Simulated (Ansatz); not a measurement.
**Lattice dynamics at Γ of SrTiO3 (cubic perovskite sites, Pm-3m)**

From the experimental literature:
- ε∞: 5.1 (high-frequency dielectric constant from ellipsometry; ellipsometry; Temperature and photon energy of evaluation not stated in the passage; only very weak temperature dependence; “Optical probe of ferroelectric order in bulk and thin film perovskite titanates”, 2013, arxiv:1309.1245)

Perturbation theory with PBEsol in the plane-wave code Ansatz on the PBEsol cell, ground state and force constants on a 6×6×6 mesh. Spin-unpolarised throughout.

It is cubic, Pm-3m (No. 221); a = 3.891 Å in the conventional setting, 11.78 Å³ an atom. Around Sr lie 12 O at 2.75 Å; around Ti lie 6 O at 1.95 Å; around O lie 2 Ti at 1.95 Å and 4 Sr at 2.75 Å.

```xyz
5
Lattice="3.8911 0.0000 0.0000 0.0000 3.8911 0.0000 0.0000 0.0000 3.8911" Properties=species:S:1:pos:R:3 pbc="T T T"
Sr    0.0000    0.0000    0.0000
Ti    1.9456    1.9456    1.9456
O     1.9456    0.0000    1.9456
O     1.9456    1.9456    0.0000
O     0.0000    1.9456    1.9456
```

Optical modes without the longitudinal term (negative means imaginary):

| ω (cm⁻¹) | degeneracy | IR intensity, summed over the level ((D/Å)²/amu) |
| --- | --- | --- |
| -86 | 3 | 211.73 |
| 155 | 3 | 5.52 |
| 227 | 3 | 0.00 |
| 533 | 3 | 45.58 |

One optical level at Γ is imaginary (86i cm⁻¹, printed negative): the cell isn't a minimum and would distort. Of the real levels 2 are infrared active, the strongest at 533 cm⁻¹.

The clamped-ion dielectric constant comes out as 6.31 in all directions. Born charges, averaged over directions: Sr +2.56, Ti +7.30, O -3.29 e. The program notes that the ground state's band table doesn't vouch for all the bands that the response reads.

For comparison, on the r2SCAN cell the mean ε∞ is 5.64 with r2SCAN (ground state on 6×6×6; least gap 2.26 eV).

Set against measured values:
- ε∞, measured 5.1: PBEsol gives 6.31 in all directions.
Reports marked as nanostructured, strained, doped, implanted or mixed samples, and transport gaps, were set aside.
